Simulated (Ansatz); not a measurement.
**Property card for GdSi2O**

Computed with DFT PBE, scalar-relativistic, plane waves, PAW in Ansatz 0.2.0.

Cutoff 420 eV; k points 16×16×6 on the computed 4-atom cell (Γ-centred); Gaussian smearing, width 0.10 eV; collinear spin from starting moments 7.8 0.0 0.0 0.0 μB.

The structure is relaxed at this level of theory with its symmetry kept, and needn't be the ground state of this composition.

Space group P-4m2 (No. 115), tetragonal, a = 3.010 Å, c = 7.426 Å. Gd has 4 Si at 2.85 Å and 4 Gd at 3.01 Å; Si is surrounded by 2 O at 1.98 Å and 2 Gd at 2.85 Å; O is surrounded by 4 Si at 1.98 Å.

* Volume per atom: 16.82 Å³
* Formation energy from the elements' standard states (uncorrected): -0.385 eV/atom
* Kohn–Sham band gap: none (metal)
* Density of states at the Fermi level: 2.1 states/eV per cell
* Orbital (Löwdin) character within 0.5 eV of the Fermi level: Gd 5d 35 %, Si 3p 27 %, Gd 4f 21 %, unprojected 4 %
* Bader charge by site (e): Gd (1 in the cell) 0.74, Si (2 in the cell) 0.48, O (1 in the cell) -1.70
* Total moment: 7.27 μB per cell
* Moment by site (μB): Gd1 7.08

Spin-orbit coupling is left out, which matters for the bands of heavy elements.

Only this magnetic start was tried.

Another cell of GdSi2O relaxed alike, in I4/mmm, lies 0.69 eV/atom lower, so this cell isn't the stable form at this level.

The cell was found from a structure generator's guess, not taken from experiment. The 4f shell has no Hubbard U here. Löwdin shares on free-atom orbitals overweight diffuse shells.
